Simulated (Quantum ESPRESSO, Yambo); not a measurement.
**Levels of theory for the gap of SiC**

SiC (6H, space group P6_3mc, No. 186): one geometry, one set of norm-conserving PBEsol (Quantum ESPRESSO, 82 Ry, scalar-relativistic) orbitals, self-energies from Yambo (6×6×1 Γ-centred k mesh, 229 bands and a 8 Ry block in the screening, 229 bands in G with the Bruneval-Gonze terminator, plasmon pole fitted at 27.2 eV).

The geometry is that of Materials Project entry mp-7631, symmetrised and not relaxed again.

```csv
level,gap Γ → M (eV),direct gap at M (eV),rough Yambo cost
PBEsol (Quantum ESPRESSO),1.92,3.03,–
exchange only (Hartree-Fock self-energy on PBEsol orbitals),8.71,10.28,about 1/40 (6 states)
static COHSEX@PBEsol,3.40,4.65,within a factor of two (3 states)
"G0W0@PBEsol, plasmon pole",2.73,3.97,1 (6 states)
```

Bare exchange has no screening and gives the widest gap; static COHSEX screens it but leaves out the frequency dependence, which G0W0 restores.

Costs are rough ratios of core time on shared machines.

Nearest settings tried, and what they do to the gap: 147 bands in G: +2 meV; 147 bands in W, 147 bands in G: +6 meV; 7 Ry block (283 vectors against 345): -45 meV. Not varied: mesh. So the settings aren't converged at that level.
